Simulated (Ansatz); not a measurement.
Sensitivity of the gradients in BP with a P vacancy to the input

Cell: a supercell of BP (zinc blende type, F-43m) built from a computed structure from the Materials Project (it need not be an observed phase), with all atoms left at the host's positions.

Space group F-43m (No. 216); a = 13.5964 Å.

```
site  Wyckoff  site symmetry       x       y       z
  B1       4a           -43m  0.0000  0.0000  0.0000
  B2      48h            ..m  0.1667  0.0000  0.1667
  B5      16e            .3m  0.3333  0.8333  0.1667
  B9      16e            .3m  0.6667  0.6667  0.3333
 B15      24f           2.mm  0.5000  0.6667  0.5000
 P28      48h            ..m  0.4167  0.7500  0.4167
 P31      16e            .3m  0.5833  0.5833  0.4167
 P35      16e            .3m  0.9167  0.4167  0.5833
 P41      24g           2.mm  0.7500  0.4167  0.7500
```

One atom of each set is listed; the run and its k-mesh use a cell of 53 atoms with edges of 9.61, 9.61, 9.61 Å.

Reference run. Computed with Ansatz: DFT, PBE, plane waves and PAW, scalar-relativistic, 420 eV cutoff, Γ-centred 3×3×3 k-points, Fermi–Dirac smearing 0.01 eV, cell charge +3.

(1) The input is changed as follows: `scf.convergence.dr2_threshold`: not typed → 1e-05; `hamiltonian.pseudopotentials`: {kind: paw} → {kind: paw, source: ansatz}. What happens to V_zz (10²¹ V/m²) and η?

Answers

(1) 

| site | V_zz reference | η reference | V_zz changed | η changed |
| --- | --- | --- | --- | --- |
| B2 | -0.037 | 0.64 | -0.035 | 0.72 |
| B5 | 2.41 | 0.00 | 2.55 | 0.00 |
| B15 | 0.20 | 0.54 | 0.20 | 0.55 |
| P28 | 0.98 | 0.11 | 0.98 | 0.12 |
| P31 | 0.13 | 0.00 | 0.13 | 0.00 |
| P35 | 0.23 | 0.00 | 0.23 | 0.00 |
| P41 | 0.10 | 0.59 | 0.10 | 0.58 |

The largest change of V_zz is on B5, from 2.41 to 2.55. In per cent, |V_zz| changes by +5 on B (all sites that start above 2). Sites with |V_zz| of 0.02 or less aren't listed. The cutoff that the program takes moves with it, from 420 to 710 eV. The changed run reads another set of PAW files. SCF iterations: 9 and 8. New warnings: force scf threshold loose, stress scf threshold loose. In the changed run the SCF threshold is loose, so its values aren't converged ones.

On the reference run: The run isn't spin-polarised, and a state with spin may lie lower. The defect repeats with the cell of 53 atoms, so it feels its images: sites between two images don't show the values beside a lone defect, and zeros or small values of η there can come from the images' arrangement. A uniform background compensates the cell's charge. The defect cell has no gap above 0.1 eV on its mesh, so the values can hang on the smearing and the k-mesh. The neighbours have not yet relaxed around the defect (largest force 0.98 eV/Å), so a real crystal will differ.
